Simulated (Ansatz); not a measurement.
SiMo$_{3}$ (Pm-3n), two-dimensional strain map

Computed with DFT PBEsol, scalar-relativistic, plane waves, PAW in Ansatz. Settings: plane waves to 420 eV, k-mesh 8×8×8 (Γ-centred), Gaussian smearing 0.15 eV. No spin polarisation. Energies are free energies at this smearing, counted from the undisturbed cell; pressure is positive in compression.

Zero of the scan (relaxed at this level; it needn't be the usual structure):

```
Si Mo
1.0
     4.86159    0.00000    0.00000
     0.00000    4.86159    0.00000
     0.00000    0.00000    4.86159
Si Mo
2 6
Direct
  0.00000 0.00000 0.00000
  0.50000 0.50000 0.50000
  0.25000 0.00000 0.50000
  0.50000 0.75000 0.00000
  0.75000 0.00000 0.50000
  0.50000 0.25000 0.00000
  0.00000 0.50000 0.75000
  0.00000 0.50000 0.25000
```

The cell is strained by p along both x and y and by q along z, fractional coordinates fixed. Points are written (p, q).

Energy above the undisturbed cell in meV/atom (a dash: not computed):

```csv
p \ q,-0.080,-0.040,0.000,0.040,0.080
-0.080,903.4,632.9,480.3,413.3,406.4
0.000,182.9,–,0.0,–,114.5
0.080,304.3,–,295.1,–,534.1
```

Pressure in GPa:

```
 p \ q  -0.080  -0.040  0.000  0.040  0.080
-0.080   112.7    86.5   66.0   50.0   37.3
 0.000    29.0       –    0.0      –  -15.9
 0.080    -9.9       –  -28.1      –  -37.2
```

Cost: 11 runs of about 8 core-minutes in all, on AMD EPYC (Zen 3) (shared hosts).